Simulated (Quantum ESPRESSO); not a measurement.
For atom 4 (N) of PN7 in R3, PBE PAW (JTH datasets; density from pw.x of a modified build of Quantum ESPRESSO, gradients reconstructed from it by a script) gives this field-gradient tensor in Cartesian axes (atomic units, 1 a.u. = 9.7174×10²¹ V/m²):

```
-0.1205  -0.7340   0.4783
-0.7340  -0.1567   0.4949
 0.4783   0.4949   0.2772
```

The cell was made here from a computed Materials Project entry: one of 8 N replaced by P, cell and atoms relaxed (PBE without dispersion, pw.x of Quantum ESPRESSO, symmetry kept). The parent is N2 in Pa-3; whether this form has been observed was not checked. The swapped cell is a model, not a known phase. Stability against distortions was not tested.  Cores are frozen. Against all-electron runs on small test molecules, this scheme's |Vzz| missed by under 1 % on N. P had no test against all-electron runs.

Q: Find the principal values, η_Q, |C_Q|, ν_Q and P_Q for ¹⁴N (I = 1, |Q| = 0.0204 barn).

A: Eigenvalues (principal values) by size: Vxx = 0.5939, Vyy = 0.6007, Vzz = -1.1947 a.u. (they sum to zero).
η_Q = (Vxx − Vyy)/Vzz = 0.01.
|C_Q| = 234.96 MHz × |Q|/barn × |Vzz|/a.u. = 234.96 × 0.0204 × 1.1947 = 5.73 MHz.
Quadrupole frequency ν_Q = 3C_Q/[2I(2I − 1)] = 8.59 MHz, and P_Q = C_Q(1 + η²/3)^½ = 5.73 MHz.
